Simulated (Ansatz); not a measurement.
PbS:
```
CELL_PARAMETERS angstrom
      0.00000     2.97581     2.97581
      2.97581     0.00000     2.97581
      2.97581     2.97581     0.00000
ATOMIC_POSITIONS crystal
  Pb 0.50000 0.50000 0.50000
  S  0.00000 0.00000 0.00000
```

Relaxed with r²SCAN+D4. Special points in fractions of this cell's reciprocal vectors: Γ (0.000, 0.000, 0.000); X (0.500, 0.000, 0.500); U (0.625, 0.250, 0.625); K (0.375, 0.375, 0.750); L (0.500, 0.500, 0.500); W (0.500, 0.250, 0.750).

Question: List the band energies nearest the valence-band maximum at these points for the program Ansatz at the r²SCAN+D4 level (PAW).

Answer: In eV from the valence-band maximum; about four levels below and three above (degenerate sets whole), none deeper than 8.9 eV; points with the same levels are listed once.

```csv
k,below,above
Γ,-6.11 -2.28 -2.28 -2.28,5.54 5.54 5.54
X,-7.34 -5.29 -3.54 -3.54,4.18 5.98 6.06 6.06
U,-8.15 -4.87 -3.04 -2.52,3.63 4.42 5.42
L,-1.88 -1.88 0.00,0.66 2.21 2.21
W,-8.11 -4.52 -4.52 -1.09,2.48 5.01 5.01
```

Space group Fm-3m (rock salt). The r²SCAN+D4 relaxation kept the symmetry of its start. Scalar-relativistic: spin–orbit coupling is off unless named, which matters more the heavier the elements.

Potentials: the earlier of the program's two PAW sets.
